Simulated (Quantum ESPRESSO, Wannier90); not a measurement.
## CsSnBr$_{3}$ (cubic perovskite), plane waves to Wannier functions

```xyz
5
Lattice="5.8390 0.0000 0.0000 0.0000 5.8390 0.0000 0.0000 0.0000 5.8390" Properties=species:S:1:pos:R:3 pbc="T T T"
Cs     0.0000     0.0000     0.0000
Sn     2.9195     2.9195     2.9195
Br     2.9195     0.0000     2.9195
Br     0.0000     2.9195     2.9195
Br     2.9195     2.9195     0.0000
```

Materials Project entry mp-27214; symmetrised, unrelaxed at this level. Not found in the COD (Crystallography Open Database) copy used; not checked further. Level: PBEsol, spinors with spin-orbit coupling; pw.x of Quantum ESPRESSO at 58 Ry with PseudoDojo potentials, 4×4×4 k-points, Wannier90. Density: 6×6×6 mesh, cold smearing 0.01 Ry. With spin-orbit coupling a semilocal functional can close or falsely invert a small gap; the band order was not checked against a better method. The gap is small at this level and was sampled on the meshes and a path alone.

Bands 13-18,27-44 form an isolated set from -15.64 to 0.00 eV relative to the valence-band maximum (on the path) and are turned into 24 Wannier functions by minimising the spread from the start: atomic waves Br 4p, Br 4s. Bands 19–20 (Cs 5p 99 %), 21–26 (Cs 5p 66 %, Sn 5s 21 %, Br 4p 11 %) lie between the kept ones and are excluded.

Task: Where do the functions sit, how wide are they and what are they made of?

Result: 
```csv
functions,spread (Å²),"nearest atom, distance (Å)","second atom, distance (Å)",weight on atomic waves
18,1.34,Br 0.52,Sn 2.96,"Br 4p 63 %, Br 4s 31 %"
6,4.37,Br 0.01,Sn 2.91,"Br 4p 69 %, Sn 5p 18 %, Sn 5s 10 %"
```

Ω_I = 43.89 Å², Ω_total = 50.40 Å²; the interpolated bands follow pw.x to 29 meV rms on the path. It is the lowest total spread that any start reached here.
